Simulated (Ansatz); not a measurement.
GaN:
```cif
data_GaN
_chemical_formula_sum 'Ga1 N1'
_space_group_name_H-M_alt 'P 1'
_space_group_IT_number 1
_cell_length_a 3.18082
_cell_length_b 3.18082
_cell_length_c 3.18082
_cell_angle_alpha 60.000
_cell_angle_beta 60.000
_cell_angle_gamma 60.000
loop_
_space_group_symop_operation_xyz
  'x, y, z'
loop_
_atom_site_label
_atom_site_type_symbol
_atom_site_fract_x
_atom_site_fract_y
_atom_site_fract_z
_atom_site_occupancy
Ga1 Ga 0.00000 0.00000 0.00000 1
N1 N 0.25000 0.25000 0.25000 1
```

Relaxed with PBEsol. The program Ansatz at the PBEsol level (PAW) gives a gap of 1.70 eV.

Problem. What gap does HSE06 give on the same cell (Ansatz, PAW)?

Solution. 3.00 eV, 1.30 eV more. The hybrid was solved on a coarser mesh and at special points; its gap is the smallest among all of these.

```tsv
k	v1 PBEsol	c1 PBEsol	v1 HSE06	c1 HSE06
Γ	0.00	1.70	0.00	3.00
X	-2.75	3.22	(withheld)	(withheld)
L	-0.98	4.59	(withheld)	(withheld)
W	-3.72	6.13	(withheld)	(withheld)
K	-2.21	4.88	(withheld)	(withheld)
```

Problem. Top valence (v1) and lowest conduction level (c1) in eV from each method's valence maximum (which need not be a listed point): supply the withheld HSE06 values.

Solution. 
- X, v1 HSE06: -2.92
- X, c1 HSE06: 4.45
- K, v1 HSE06: -2.35
- K, c1 HSE06: 6.23
- L, v1 HSE06: -1.05
- L, c1 HSE06: 6.12
- W, v1 HSE06: -3.88
- W, c1 HSE06: 7.53

Cost on shared cores: the PBEsol run (SCF on a 11×11×11 mesh, then bands and DOS) about 7 core-seconds (a rough figure), the HSE06 run (SCF on 8×8×8, then a few points) roughly 60 core-seconds; the tasks are unlike.

Space group F-43m (zinc blende). The PBEsol relaxation kept the symmetry of its start. Scalar-relativistic: spin–orbit coupling is off unless named, which matters more the heavier the elements.

Potentials: the earlier of the program's two PAW sets.
